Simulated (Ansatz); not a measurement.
Relaxed-ion elastic tensor of Si₂W (MoSi2 or CaC2 type, I4/mmm) in GPa (Voigt order), DFT-PBEsol in the program Ansatz with PAW potentials; density 9.94 g/cm³, 13.36 Å³ per atom.

```
437  129  101  0.0  0.0  0.0
129  437  101  0.0  0.0  0.0
101  101  556  0.0  0.0  0.0
0.0  0.0  0.0  210  0.0  0.0
0.0  0.0  0.0  0.0  210  0.0
0.0  0.0  0.0  0.0  0.0  212
```

Problem. Is the crystal mechanically stable?

Solution. Yes: the smallest eigenvalue of C is 210 GPa.

Problem. Work out the Voigt, Reuss and Hill averages.

Solution. K_V = 233, K_R = 231, K_H = 232; G_V = 200, G_R = 196, G_H = 198 GPa.

Problem. Give Young's modulus, Poisson's ratio, Pugh's ratio and the universal anisotropy index.

Solution. E = 9KG/(3K + G) = 463 GPa; ν = 0.17; K/G = 1.17 (brittle by the Pugh limit of 1.75); A_U = 5G_V/G_R + K_V/K_R − 6 = 0.09.

Problem. Estimate the sound speeds and the Debye temperature.

Solution. v_l = √((K + 4G/3)/ρ) = 7060 m/s, v_t = √(G/ρ) = 4460 m/s, mean 4910 m/s; Θ = (h/k)(3n/4πV)^(1/3) v_m = 616 K.

Problem. Solve the Christoffel equation for the three sound speeds along x, y, z.

Solution. Eigenvalues of C_ijkl n_j n_l equal ρv². In km/s, slowest first: x 4.60, 4.62, 6.63; y 4.60, 4.62, 6.63; z 4.60, 4.60, 7.47.

Problem. How much does each axis shrink under pressure?

Solution. Linear compressibilities β_i = Σ_j S_ij (j = 1 to 3): x 1.5, y 1.5, z 1.2 per TPa.

The cell was relaxed with PBEsol under the symmetry of its start. No spin polarisation was allowed. As this level gives no gap, shear constants depend on the k-mesh and smearing (Fermi–Dirac, 0.1 eV here). Scalar-relativistic: spin–orbit coupling is off unless named, which matters more the heavier the elements.

Potentials: the later of the program's two PAW sets.
